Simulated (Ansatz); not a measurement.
# GdIn (Pm-3m): exchange couplings and spin waves by the force theorem

Method: DFT, LDA, PAW with Ansatz's default frozen-core files, scalar-relativistic (Ansatz).

Command: `ansatz run input.yaml --threads 2 --pin off --max-ram 5120MiB --backend cpu --events-out ev --progress --plain --runs-dir out`

```yaml
crystal:
  lattice:
    - [3.83, 0.0, 0.0]
    - [0.0, 3.83, 0.0]
    - [0.0, 0.0, 3.83]
  atoms:
    - { symbol: Gd, position: [0.0, 0.0, 0.0], spin: 7.0 }
    - { symbol: In, position: [0.5, 0.5, 0.5] }
magnetization:
  spin_polarized: true
kpoints:
  mp_grid: { grid: [12, 12, 12] }
  band_path:
    path:
      - [0.0, 0.0, 0.0]
      - [0.0, 0.5, 0.0]
      - [0.5, 0.5, 0.0]
      - [0.0, 0.0, 0.0]
      - [0.5, 0.5, 0.5]
      - [0.0, 0.5, 0.0]
      - [0.5, 0.5, 0.5]
      - [0.5, 0.5, 0.0]
    npoints: 8
scf:
  occupations: { method: fermi_dirac, width: 0.03 }
hamiltonian:
  xc: lda
  pseudopotentials: { kind: paw }
output:
  eigenvalues: false
  eigenstates:
    nscf_kmesh: { grid: [12, 12, 12] }
    top_band: c35
    exchange_couplings: { magnetic: [{ species: Gd }] }
  write_density: true
  write_potential: true
  elf: true
  volumetric_format: npy
```

Output:

```
settings of this run that can trade accuracy for cost: output.eigenvalues: false. Do not mix this run's numbers with those of runs without the same settings; the input reference describes each key
Engine: ansatz 0.2.0
Pseudopotentials: kind: paw
Pseudopotential: Gd, paw, valence charge 18, recommended cutoff 420 eV (normal), Gd.paw.azcp
Pseudopotential: In, paw, valence charge 13, recommended cutoff 420 eV (normal), In.paw.azcp
Functional definition: SPW92
  exchange = slater_x
  correlation = pw_c
Crystal: 2 atoms, lattice volume = 56.182 Å³
Basis set: ecut = 420 eV, 1045 PW (Γ)
Bands: 23, of which v1, the nominal top of the filled ones, is band 16 counted from 1 (15 counted from 0)
Symmetry: 48 space group operations
Space group: Pm-3m (ITA 221), of the structure as read, at distance tolerance 3.8e-5 Å
Magnetic group: BNS 221.92 (UNI 1594), of the structure as read, at distance tolerance 3.8e-5 Å
k-points: 84 of 1728
Non-local potential: Gd, projectors of the file, l = 0: 3, l = 1: 2, l = 2: 2, l = 3: 3
Non-local potential: In, projectors of the file, l = 0: 2, l = 1: 2, l = 2: 2, l = 3: 2
PAW form: soft (Blöchl's): semilocal exchange-correlation on the pseudo side does not see the compensation charge
PAW frozen core: Gd, regenerated for the run's functional, and the local potential with it (the file was generated under x = pbe(κ = 0.804, μ = 0.2195149727645171), c = pbe(β = 0.06672455060314922))
PAW frozen core: In, regenerated for the run's functional, and the local potential with it (the file was generated under x = pbe(κ = 0.804, μ = 0.2195149727645171), c = pbe(β = 0.06672455060314922))
PAW one-centre angular grid: Gd, 590 points (default); XC on 64 Gauss nodes
PAW one-centre angular grid: In, 590 points (default); XC on 64 Gauss nodes
Initial density: superposition of atomic densities (chi_scale 0.1, normalization cell)
Starting moments: Σ|m| = 7 μB on 1 of 2 sites
Initial wavefunctions: pseudopotential atomic-orbital guess
Functional: x = slater, c = lda
iter 1 solved again at ethr=1.13e-3 eV; its pass at ethr=3.10e-3 eV (dr2=3.49e-1 eV) is discarded
SCF iter   1: F=—  HF=-14585.023265 eV  |F-HF|=—  |Δ(HF+E_count)|=         —  Δρ=2.04e-2 (↑1.15e-2 ↓2.04e-2)  dr2=3.50e-1  dr2_m=7.49e-2  M=7.010 μB ∫|m|=7.039 μB  β_m=0.30  ethr=1.13e-3  ⟨swp⟩=1.0  Hψ=20215  notcnv=0
Mixer restart at iter 1: flushing history
[...]
SCF iter   8: F=—  HF=-14585.014849 eV  |F-HF|=—  |Δ(HF+E_count)|=   1.45e-6  Δρ=1.34e-5 (↑1.34e-5 ↓1.12e-5)  dr2=4.24e-7  dr2_m=3.57e-9  M=7.130 μB ∫|m|=7.189 μB  β_m=0.98  ethr=1.07e-8  ⟨swp⟩=2.0  Hψ=6520  notcnv=0
SCF iter   9: F=—  HF=-14585.014849 eV  |F-HF|=—  |Δ(HF+E_count)|=   1.14e-7  Δρ=4.08e-6 (↑1.39e-6 ↓4.08e-6)  dr2=1.07e-8  dr2_m=2.37e-9  M=7.130 μB ∫|m|=7.189 μB  β_m=0.99  ethr=1.37e-9  ⟨swp⟩=2.1  Hψ=6469  notcnv=0
SCF iter  10: F=-14585.014849 eV  HF=-14585.014849 eV  |F-HF|=1.50e-8  |Δ(HF+E_count)|=   2.36e-8  Δρ=6.00e-6 (↑6.91e-7 ↓6.00e-6)  dr2=1.80e-8  dr2_m=4.80e-9  M=7.130 μB ∫|m|=7.189 μB  ethr=3.44e-11  ⟨swp⟩=1.5  Hψ=11221  notcnv=0
SCF 1 converged in 10 iterations: F = -14585.014849 eV  dr2 = 1.80e-8
  greatest PAW one-centre occupation: 0.998 electrons in one spin orbital (limit 2), on the Gd atom at site 0 (counted from 0), in its partial waves of l = 0
the search or the solves at the SCF's close seem to have found levels that the self-consistency loop had missed (the run counts 1). By its estimate they hold under 1e-12 electrons; where the run keeps them, the occupations were computed again with them
NSCF: frozen V_eff on 57 k-points
NSCF: frozen V_eff on 84 k-points
Exchange couplings: 0 of 2 parts done
Exchange couplings: 1 of 2 parts done
Exchange couplings: 0 of 4 parts done
Exchange couplings: 1 of 4 parts done
Exchange couplings: 2 of 4 parts done
Exchange couplings: 3 of 4 parts done
SCF converged after 10 iterations
Magnetization: 7.1301 μB (19.0651 up, 11.9349 down)
Absolute magnetization: 7.1883 μB (∫|ρ↑−ρ↓|, with the PAW one-centre terms)
Spin contamination: 0.0452 ħ² per cell (⟨S²⟩ above its minimum at these occupations)
Per-site moments (μB) at R_I (Å): [(7.005475420814437, 1.3682118848039402), (-0.02409153753417536, 1.3682118848039402)]
Free energy (F): -14585.014849 eV
Harris-Foulkes:  -14585.014849 eV  (|F-HF|=1.50e-8)
Internal energy: -14585.009953 eV  (E = F + TS)
E sigma→0 (E₀):  -14585.012401 eV
Entropy (-TS):   -0.004896 eV (-2.448 meV/atom)
Fermi energy:    11.809914 eV
--- Per-component energies (eV) ---
  E_band       = -40.656923
  E_kinetic    = 643.468637
  E_local      = -3128.938107  (includes V_loc(G=0)·N_el)
  E_nonlocal   = 669.896270
  E_hartree    = 1270.202992
  E_xc         = -443.843785
  E_vxc        = -352.209489  (∫ρ·V_xc dr)
  E_paw        = -10262.330808  (= ΣΔE_a)
  E_vpaw       = -413.272997  (= ΣTr[D̂ρ^β])
  E_aug_tail   = 0.000026  (compensation charges beyond the density's cutoff)
  E_ewald      = -3335.028747
  E_core_change = 1.563570  (= ΣΔE_core)
  E_smearing   = -0.004896  (= −TS)
  E_closure    = -0.000000  (closes the sum)
  Σ components = -14585.014849   (vs F -14585.014849, Δ=0.00e0)
--- Band table (eV; the first three rows and the last of 168) ---
  k-point 0 ↑: bands = ["-33.3674", "-10.7529", "-10.7529", "-10.7529", "-2.4144", "-2.4144", "-2.3440", "-2.3440", "-2.3440", "3.9675", "7.2817", "7.2817", "7.2817", "7.2952", "7.2952", "7.2952", "7.3417", "11.2724", "11.2724", "14.8741", "14.8741", "14.8741", "15.1513"]
  k-point 1 ↑: bands = ["-33.3667", "-10.7691", "-10.7518", "-10.7518", "-2.4136", "-2.4066", "-2.3450", "-2.3450", "-2.3436", "4.0567", "7.2776", "7.2836", "7.2836", "7.2941", "7.2968", "7.2968", "7.3415", "11.2169", "11.2971", "14.2504", "14.2504", "14.5062", "15.1555"]
  k-point 2 ↑: bands = ["-33.3649", "-10.8130", "-10.7487", "-10.7487", "-2.4114", "-2.3853", "-2.3478", "-2.3478", "-2.3425", "4.3192", "7.2672", "7.2879", "7.2879", "7.2910", "7.3018", "7.3018", "7.3410", "10.8982", "11.3668", "13.5909", "13.5909", "14.1121", "15.1671"]
  k-point 83 ↓: bands = ["-30.4076", "-8.7635", "-8.7635", "-8.7635", "-2.3714", "-2.3714", "-2.3714", "-2.2416", "-2.2416", "8.8634", "9.6145", "9.6145", "9.6145", "12.1675", "12.1675", "12.1675", "12.2514", "12.2514", "12.2514", "12.4729", "16.4792", "16.4792", "16.4792"]
settings of this run that can trade accuracy for cost: output.eigenvalues: false. Do not mix this run's numbers with those of runs without the same settings; the input reference describes each key
```

exchange_couplings.tsv:

```
# site	partner	cell_1	cell_2	cell_3	displacement_x_ang	displacement_y_ang	displacement_z_ang	distance_ang	coupling_mev
# format = ansatz-exchange-couplings/3
# nscf_kmesh_grid = 12 12 12
# n_bands = 51
# mesh_fermi_ev = 11.81
# occupation_method = fermi_dirac
# smearing_width_ev = 0.03
# xc_rung = lda
# a1_ang = 3.83 0 0
# a2_ang = 0 3.83 0
# a3_ang = 0 0 3.83
# atom = 0 Gd magnetic 0 0 0 7.1212 17.13 0.2239 -
# atom = 1 In relaxed 0.5 0.5 0.5 0.005016 0.0020173 4.0888e-05 -
# moments = constrained
# kernel_scale = 1.0001
# constrained_moments_mub = 7.0005
# turning_moments_mub = 7.1262
# rigid_open_turn_ev = -0.0089742
# field_residual = 0.00015059
# moved_by_upper_bands = 0.0089562
# mean_field_moved_by_upper_bands = 0.0034889
# mean_field_temperature_k = 188.58
# mean_field_q_frac = 0 0 -0.5
# no_ordering_temperature = state_not_lowest
# no_stiffness = state_not_lowest
# whole_within_ang = 22.98
0	0	-1	0	0	-3.83	0	0	3.83	3.0848
0	0	0	-1	0	0	-3.83	0	3.83	3.0848
0	0	0	0	-1	0	0	-3.83	3.83	3.0848
0	0	0	0	1	0	0	3.83	3.83	3.0848
0	0	0	1	0	0	3.83	0	3.83	3.0848
0	0	1	0	0	3.83	0	0	3.83	3.0848
0	0	-1	-1	0	-3.83	-3.83	0	5.4164	-0.34037
0	0	-1	0	-1	-3.83	0	-3.83	5.4164	-0.34037
0	0	-1	0	1	-3.83	0	3.83	5.4164	-0.34037
0	0	-1	1	0	-3.83	3.83	0	5.4164	-0.34037
0	0	0	-1	-1	0	-3.83	-3.83	5.4164	-0.34037
0	0	0	-1	1	0	-3.83	3.83	5.4164	-0.34037
0	0	0	1	-1	0	3.83	-3.83	5.4164	-0.34037
0	0	0	1	1	0	3.83	3.83	5.4164	-0.34037
0	0	1	-1	0	3.83	-3.83	0	5.4164	-0.34037
0	0	1	0	-1	3.83	0	-3.83	5.4164	-0.34037
0	0	1	0	1	3.83	0	3.83	5.4164	-0.34037
0	0	1	1	0	3.83	3.83	0	5.4164	-0.34037
0	0	-1	-1	-1	-3.83	-3.83	-3.83	6.6338	-1.3005
[...]
```

magnon_bands.tsv:

```
# distance_inv_ang	q_1	q_2	q_3	is_on_mesh	least_cost_mev	mode	energy_mev	sense
# format = ansatz-magnon-bands/1
# nscf_kmesh_grid = 12 12 12
# whole_turn_by_bands_mev = 111.97
# magnetic_atoms = 0
# least_rotation_mev = -15.551
# least_rotation_q_frac = 0 0 -0.5
# least_rotation_pattern = 1 0
0	0	0	0	1	0	1	0	1
0.10253	0	0.0625	0	0	0.1218	1	0.068369	1
0.20506	0	0.125	0	0	-0.49877	1	-0.27997	1
0.3076	0	0.1875	0	0	-1.3665	1	-0.76701	1
0.41013	0	0.25	0	1	-3.2301	1	-1.8131	1
0.51266	0	0.3125	0	0	-8.4328	1	-4.7334	1
0.61519	0	0.375	0	0	-13.462	1	-7.5566	1
0.71773	0	0.4375	0	0	-15.289	1	-8.582	1
0.82026	0	0.5	0	1	-15.551	1	-8.729	1
0.92279	0.0625	0.5	0	0	-12.297	1	-6.9023	1
1.0253	0.125	0.5	0	0	-6.6273	1	-3.7199	1
1.1279	0.1875	0.5	0	0	-0.79014	1	-0.44351	1
1.2304	0.25	0.5	0	1	6.0799	1	3.4127	1
1.3329	0.3125	0.5	0	0	11.726	1	6.5818	1
1.4355	0.375	0.5	0	0	16.27	1	9.1324	1
1.538	0.4375	0.5	0	0	19.606	1	11.005	1
1.6405	0.5	0.5	0	1	20.595	1	11.56	1
1.7855	0.4375	0.4375	0	0	18.675	1	10.482	1
1.9305	0.375	0.375	0	0	13.123	1	7.3662	1
2.0755	0.3125	0.3125	0	0	7.6414	1	4.2892	1
2.2205	0.25	0.25	0	1	4.1097	1	2.3068	1
2.3655	0.1875	0.1875	0	0	1.5594	1	0.87528	1
2.5105	0.125	0.125	0	0	0.38237	1	0.21463	1
2.6555	0.0625	0.0625	0	0	-0.10351	1	-0.058101	1
2.8005	0	0	0	1	0	1	0	1
2.9781	0.0625	0.0625	0.0625	0	0.06121	1	0.034358	1
3.1557	0.125	0.125	0.125	0	1.3969	1	0.78408	1
3.3333	0.1875	0.1875	0.1875	0	4.6309	1	2.5994	1
3.5109	0.25	0.25	0.25	1	13.123	1	7.3659	1
3.6885	0.3125	0.3125	0.3125	0	18.374	1	10.313	1
3.8661	0.375	0.375	0.375	0	19.887	1	11.163	1
4.0437	0.4375	0.4375	0.4375	0	18.826	1	10.567	1
4.2213	0.5	0.5	0.5	1	17.906	1	10.051	1
4.3663	0.4375	0.5	0.4375	0	18.562	1	10.419	1
4.5113	0.375	0.5	0.375	0	19.718	1	11.068	1
4.6563	0.3125	0.5	0.3125	0	19.326	1	10.848	1
4.8013	0.25	0.5	0.25	1	15.969	1	8.9636	1
[...]
```

In the table E = −Σ J e_i·e_j over ordered pairs, so positive J favours parallel moments; the file's long notes are left out. The flag state_not_lowest says that some rotation lowers the energy by these couplings, so the mean-field temperature in the header isn't an ordering temperature of this state, and negative spin-wave energies mark the unstable rotations. Convergence in k wasn't tested.

Site moments (μB): Gd1 7.01, In2 -0.02. Cell moment 7.13 μB.

The magnetic group in the log treats spin as a scalar label, without spin–orbit coupling.

The PAW files were made with PBE; the program remakes their cores once for the run's functional and then keeps them frozen. Without U a semilocal functional puts the f levels too near the Fermi level, which can change moments and the order of magnetic states; site and cell moments are spin moments. Spin–orbit coupling is left out although heavy atoms are present. With open f shells a run can end in a state that isn't the lowest. None of this fixes the real material's magnetic order: only patterns that fit the cell were computed, without spin fluctuations and on one mesh and smearing, with a functional that can overstate moments.

It took 2.8 min on 2 threads of Arm Neoverse V2 (shared host), peak memory 1.9 GiB.
